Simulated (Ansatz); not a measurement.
GaSb (zinc blende)

```cif
data_Ga4Sb4
_chemical_formula_sum 'Sb4 Ga4'
_space_group_name_H-M_alt 'F-43m'
_space_group_IT_number 216
_space_group_name_Hall 'F -4 2 3'
_cell_length_a 6.21408
_cell_length_b 6.21408
_cell_length_c 6.21408
_cell_angle_alpha 90.000
_cell_angle_beta 90.000
_cell_angle_gamma 90.000
loop_
_atom_site_label
_atom_site_type_symbol
_atom_site_symmetry_multiplicity
_atom_site_Wyckoff_symbol
_atom_site_fract_x
_atom_site_fract_y
_atom_site_fract_z
_atom_site_occupancy
Sb1 Sb 4 c 0.25000 0.25000 0.25000 1
Ga1 Ga 4 a 0.00000 0.00000 0.00000 1
```
(The calculation used a cell of 2 atoms; values per cell refer to that cell.)

Grid over V/V₀ and (c/a)/(c/a)₀, subscript 0 meaning the relaxed cell; the conventional c axis lies along z; no internal relaxation.

Method: PBE (plane waves to 420 eV, PAW, scalar-relativistic; Ansatz, an electronic-structure program). k mesh 13×13×13 (Γ-centred), Fermi-Dirac smearing 0.05 eV. The energy includes the smearing's −TS. With partly filled bands, the response to shear is sensitive to the k mesh, so small differences along c/a are uncertain. At this level the bands of GaSb touch or barely overlap; measurements give the solid a gap. GaSb was relaxed with its symmetry unable to fall. Spin-orbit coupling is left out, though Sb is heavy. The PAW data are Ansatz's earlier set. The last digit holds for this mesh only.

Changes of ΔE (kJ/mol of atoms) from the point V/V₀ = 1.000, (c/a)/(c/a)₀ = 1.000 when one coordinate moves alone (two changes are said to add if the coupling is within 5 % of the smaller one, nearly so within 20 %):

```
point                               change
----------------------------------  ------
V/V₀ = 1.000, (c/a)/(c/a)₀ = 0.880    3.45
V/V₀ = 1.000, (c/a)/(c/a)₀ = 0.940    0.89
V/V₀ = 0.920, (c/a)/(c/a)₀ = 1.000    3.04
V/V₀ = 0.960, (c/a)/(c/a)₀ = 1.000    0.70
V/V₀ = 1.040, (c/a)/(c/a)₀ = 1.000    0.60
V/V₀ = 1.080, (c/a)/(c/a)₀ = 1.000    2.22
V/V₀ = 1.000, (c/a)/(c/a)₀ = 1.060    0.91
V/V₀ = 1.000, (c/a)/(c/a)₀ = 1.120    3.62
```

### Question
Do the two effects add at V/V₀ = 0.920, (c/a)/(c/a)₀ = 0.880? Give the computed change.

### Answer
The sum of the single changes is 3.04 + (3.45) = 6.49; the calculation gives 6.22, so the coupling contributes -0.27 (under 20 % of the smaller single change, nearly additive).

(A scan under strain: stresses follow from slopes of the energy per volume, elastic moduli from its curvatures.)
